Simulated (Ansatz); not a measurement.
## InSb from a semilocal functional to hybrids

```xyz
2
Lattice="0.0000 3.2391 3.2391 3.2391 0.0000 3.2391 3.2391 3.2391 0.0000" Properties=species:S:1:pos:R:3 pbc="T T T"
In    0.0000    0.0000    0.0000
Sb    4.8587    4.8587    4.8587
```

All runs: Ansatz, plane waves and PAW, scalar-relativistic (no spin–orbit coupling), 6×6×6 k-mesh, Gaussian smearing of 0.05 eV, no spin polarisation. Semilocal reference PBE: gap zero (metallic on this mesh), pressure 3.2 GPa. The hybrids carry no U.

What gap and pressure does PBE0 give at this geometry?

Gap 1.05 eV, pressure 1.3 GPa.

And the other functionals?


| functional | gap | pressure (GPa) | cutoff (eV) | core-seconds |
| --- | --- | --- | --- | --- |
| wPBEh | 0.43 eV | 1.8 | 420 | 78 |
| HSE06-type hybrid with an exact-exchange fraction of 0.45 and a screening parameter of 0.5 Å⁻¹ | 0.47 eV | 1.6 | 420 | 80 |
| HSE06 | 0.50 eV | 1.5 | 420 | 79 |
| HSE06-type hybrid with an exact-exchange fraction of 0.35 | 0.81 eV | 0.9 | 420 | 79 |
| PBE0 | 1.05 eV | 1.3 | 420 | 88 |

HSE06 has the same quarter of exact exchange as PBE0 but screens its long-range part, and its gap is 0.55 eV narrower. On shared hosts the hybrid runs at the reference's cutoff took roughly 27 to 30 times the core time of the semilocal one on the same mesh, with some more bands. Measured gap: 0.18 eV (direct; 300 K; a printed reference work (textbook)); 0.17 eV (direct; 300 K; a printed reference work (monograph)).

Caveats: core times come from shared hosts and scatter; gaps are read on a coarse mesh; stress loosely converged.
